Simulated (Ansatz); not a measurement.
**SrCuGe: zone-centre modes**

These are results of DFT PBEsol, scalar-relativistic, plane waves, PAW in Ansatz 0.2.0, not measurements. Cutoff 420 eV, 12×12×10 k-points (Γ-centred), Fermi-Dirac smearing of 0.15 eV. No spin polarisation. Phonons by linear response, acoustic sum rule imposed.

The cell, relaxed at this level:
```xyz
3
Lattice="4.1637 0.0000 0.0000 -2.0818 3.6059 0.0000 0.0000 0.0000 4.5246" Properties=species:S:1:pos:R:3 pbc="T T T"
Sr    2.0818    1.2020    0.0000
Cu    0.0000    0.0000    2.2623
Ge    0.0000    2.4039    2.2623
```

In a metal, frequencies and elastic constants depend on the k mesh and the smearing, soft modes and shear constants most.

Optical modes at Γ; i marks an imaginary frequency:
```
frequency (cm⁻¹) degeneracy
             109           2
             121           1
             138           1
             218           2
```

All 6 optical modes at Γ are real: no displacement of atoms at fixed cell lowers the energy to second order. Strains and modes at other wave vectors aren't tested by this run.

Whether SrCuGe exists in this form wasn't checked.